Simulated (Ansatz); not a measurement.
## Calculated with Ansatz: SrGe₂H₂, relaxation

The command:

```bash
ansatz run input.yaml --threads 2 --pin off --max-ram 2560MiB --backend cpu --events-out ev --progress --plain --runs-dir out
```

Input:

```yaml
crystal:
  lattice:
    - [2.202524, 3.814881, 0.0]
    - [-2.202524, 3.814881, 0.0]
    - [0.0, 0.0, 4.711673]
  atoms:
    - { symbol: Ge, position: [0.3333, 0.3334, 0.4656] }
    - { symbol: Ge, position: [0.6667, 0.6666, 0.5344] }
    - { symbol: H, position: [0.3333, 0.3334, 0.1067] }
    - { symbol: H, position: [0.6667, 0.6666, 0.8933] }
    - { symbol: Sr, position: [0.0, 0.0, 0.0] }
  symmetry: { tolerance: 0.0003 }
kpoints:
  mp_grid: { grid: [7, 7, 6], shift: [0, 0, 0] }
magnetization:
  spin_polarized: false
scf:
  occupations: { method: fermi_dirac }
  lower_state_search: "off"
hamiltonian:
  pseudopotentials: { kind: paw }
  xc: r2scan
basis:
  ecutwfc: 500
  fft_grid_basis: typed
relax:
  max_steps: 40
  cell: { p_target: 0.0 }
  f_tol: 0.03
output:
  forces: true
  stress: true
  eigenvalues: true
  bader: true
  populations: true
  elf: true
  write_potential: true
  volumetric_format: npy
  dos:
    e_range: [-12, 8]
    de: 0.05
    projected: { site_lists: { Ge: [Ge], H: [H], Sr: [Sr] } }
  write_density: true
checkpoint:
  read: saved_state
```

Origin of the cell: a known structure type with other elements, at an estimated volume, so it need not be a known compound.

The smearing width isn't typed, so it takes its default of 0.1 eV.

The saved state is a converged single point of the same cell.

Steps («new basis» is an SCF on plane waves selected anew at the same cell):

```json
{"step": "1", "ΔF (meV/atom)": "0.0", "max force component (eV/Å)": "1.416", "P (GPa)": "3.39", "volume (Å³)": "79.18", "SCF iterations": "8", "step was": "accepted"}
{"step": "2", "ΔF (meV/atom)": "-103.1", "max force component (eV/Å)": "0.427", "P (GPa)": "0.69", "volume (Å³)": "81.63", "SCF iterations": "9", "step was": "accepted"}
{"step": "3", "ΔF (meV/atom)": "-122.4", "max force component (eV/Å)": "0.490", "P (GPa)": "-0.37", "volume (Å³)": "83.19", "SCF iterations": "7", "step was": "accepted"}
{"step": "4", "ΔF (meV/atom)": "-127.1", "max force component (eV/Å)": "0.156", "P (GPa)": "-0.23", "volume (Å³)": "84.31", "SCF iterations": "7", "step was": "accepted"}
{"step": "5", "ΔF (meV/atom)": "-127.4", "max force component (eV/Å)": "0.019", "P (GPa)": "0.06", "volume (Å³)": "84.15", "SCF iterations": "6", "step was": "accepted"}
{"step": "6", "ΔF (meV/atom)": "-127.4", "max force component (eV/Å)": "0.004", "P (GPa)": "-0.02", "volume (Å³)": "84.25", "SCF iterations": "5", "step was": "accepted"}
{"step": "7", "ΔF (meV/atom)": "-127.4", "max force component (eV/Å)": "0.000", "P (GPa)": "0.00", "volume (Å³)": "84.19", "SCF iterations": "5", "step was": "accepted"}
{"step": "8", "ΔF (meV/atom)": "-127.9", "max force component (eV/Å)": "0.000", "P (GPa)": "0.01", "volume (Å³)": "84.19", "SCF iterations": "7", "step was": "new basis"}
```

Before:

Space group P-3m1 (No. 164); the run's cell has a = 4.405 Å, b = 4.405 Å, c = 4.712 Å, α = 90.00°, β = 90.00°, γ = 60.00°. Shortest distances: Ge–H 1.69 Å, Ge–Ge 2.56 Å, H–Sr 2.59 Å, H–H 2.73 Å, Ge–Sr 3.36 Å.

After:

Space group P-3m1 (No. 164); the run's cell has a = 4.706 Å, b = 4.706 Å, c = 4.389 Å, α = 90.00°, β = 90.00°, γ = 60.00°. Shortest distances: Ge–H 1.63 Å, Ge–Ge 2.72 Å, H–Sr 2.79 Å, H–H 2.98 Å, Ge–Sr 3.46 Å.

```yaml
crystal:
  lattice:
    - [2.35313, 4.07575, 0.00000]
    - [-2.35313, 4.07575, 0.00000]
    - [0.00000, 0.00000, 4.38929]
  atoms:
    - { symbol: Ge, position: [0.33333, 0.33333, 0.51226] }
    - { symbol: Ge, position: [0.66667, 0.66667, 0.48774] }
    - { symbol: H, position: [0.33333, 0.33333, 0.14037] }
    - { symbol: H, position: [0.66667, 0.66667, 0.85963] }
    - { symbol: Sr, position: [0.00000, 0.00000, 0.00000] }
```

| Quantity | Value |
| --- | --- |
| Free energy lowered by | 127.9 meV/atom |
| Volume change | 6.33 % |
| Final pressure | 0.01 GPa |
| Relaxation steps listed | 8 |

Caveats: the relaxation held the start's symmetry, so the end may be a saddle point.

The run took 110 s on 2 threads of AMD EPYC 7R43 64-Core Processor (Zen 3), on a shared host, peak memory 0.69 GiB, from a saved density.
